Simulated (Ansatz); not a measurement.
Ir:
```xyz
2
Lattice="2.7204 0.0000 0.0000 -1.3602 2.3559 0.0000 0.0000 0.0000 4.4036" Properties=species:S:1:pos:R:3 pbc="T T T"
Ir     1.3602     0.7853     3.3027
Ir     0.0000     1.5706     1.1009
```

Relaxed with PBEsol. Special points in fractions of this cell's reciprocal vectors: Γ (0.000, 0.000, 0.000); M (0.500, 0.000, 0.000); K (0.333, 0.333, 0.000); A (0.000, 0.000, 0.500); L (0.500, 0.000, 0.500); H (0.333, 0.333, 0.500).

**Question.** List the band energies nearest the Fermi level at these points for DFT-PBEsol with spin–orbit coupling in the program Ansatz with PAW potentials.

**Answer.** In eV from the Fermi level; about four levels below and three above (degenerate sets whole), none deeper than 8.9 eV; … stands for higher levels left out; points with the same levels are listed once.

```
k                    below                above
-  -----------------------  -------------------
Γ  -1.09 -1.09 -0.10 -0.10  0.60 0.60 7.11 7.11
M  -3.68 -3.68 -2.96 -2.96  0.70 0.70 0.71 0.71
K  -2.45 -2.45 -0.33 -0.33  0.19 0.19 0.32 0.32
A  -0.28 -0.28 -0.28 -0.28                    …
L  -1.12 -1.12 -1.12 -1.12  0.90 0.90 0.90 0.90
H  -2.84 -2.84 -2.10 -2.10  0.19 0.19 0.36 0.36
```

Space group P6_3/mmc (hcp (Mg type)). The workflow started from a Materials Project entry (that database holds measured and hypothetical structures alike); the Crystallography Open Database copy checked does not list it. It is not the phase usual at ambient conditions (space group No. 225). The cell was relaxed with PBEsol under the symmetry of its start; of distortions, only those at the zone centre were tested. The run is not spin-polarised.

Potentials: the later of the program's two PAW sets.
